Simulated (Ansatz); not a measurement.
Ba2NF:
```cif
data_Ba6F3N3
_chemical_formula_sum 'Ba6 N3 F3'
_space_group_name_H-M_alt 'R-3m :H'
_space_group_IT_number 166
_space_group_name_Hall '-R 3 2"'
_cell_length_a 3.99453
_cell_length_b 3.99453
_cell_length_c 19.91513
_cell_angle_alpha 90.000
_cell_angle_beta 90.000
_cell_angle_gamma 120.000
loop_
_atom_site_label
_atom_site_type_symbol
_atom_site_symmetry_multiplicity
_atom_site_Wyckoff_symbol
_atom_site_fract_x
_atom_site_fract_y
_atom_site_fract_z
_atom_site_occupancy
Ba1 Ba 6 c 0.00000 0.00000 0.24219 1
N1 N 3 b 0.00000 0.00000 0.50000 1
F1 F 3 a 0.00000 0.00000 0.00000 1
```
(The calculation used a cell of 4 atoms; values per cell refer to that cell.)

Relaxed with r²SCAN. Plane-wave PAW r²SCAN (Ansatz code) gives a gap of 1.20 eV.

Problem. What gap does HSE06 give on the same cell (Ansatz, PAW)?

Solution. 1.91 eV, 0.71 eV more. The hybrid was solved on a coarser mesh and at special points; its gap is the smallest among all of these.

Cost on shared cores: the r²SCAN run (SCF on a 8×8×8 mesh, then bands and DOS) very roughly 70 core-seconds, the HSE06 run (SCF on 6×6×6, then a few points) very roughly 2.9 core-minutes; the tasks are unlike.

The first step of the workflow began from a Materials Project structure, measured or hypothetical; the Crystallography Open Database copy checked does not list it. Whether it is the stable phase at ambient conditions was not checked. Symmetry was held in the r²SCAN relaxation; whether a distortion lowers the energy is not shown. Scalar-relativistic: spin–orbit coupling is off unless named, which matters more the heavier the elements.

Potentials: the later of the program's two PAW sets.
